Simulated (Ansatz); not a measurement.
K:
```
CELL_PARAMETERS angstrom
     -2.52296     2.52296     2.52296
      2.52296    -2.52296     2.52296
      2.52296     2.52296    -2.52296
ATOMIC_POSITIONS crystal
  K  0.00000 0.00000 0.00000
```

Relaxed with LDA. Special points in fractions of this cell's reciprocal vectors: Γ (0.000, 0.000, 0.000); H (0.500, -0.500, 0.500); N (0.000, 0.000, 0.500); P (0.250, 0.250, 0.250).

Q: List the band energies nearest the Fermi level at these points for LDA (plane waves, PAW; program Ansatz).

A: In eV from the Fermi level; about four levels below and three above (degenerate sets whole), none deeper than 8.9 eV; points with the same levels are listed once.

| k | below | above |
|---|---|---|
| Γ | -2.35 | 4.29 4.29 4.29 |
| H | – | 1.61 1.61 3.84 3.84 3.84 |
| N | – | 0.41 0.82 3.13 |
| P | – | 1.54 1.54 1.54 |

Space group Im-3m (bcc (W type)). The LDA relaxation kept the symmetry of its start.

Potentials: the later of the program's two PAW sets.
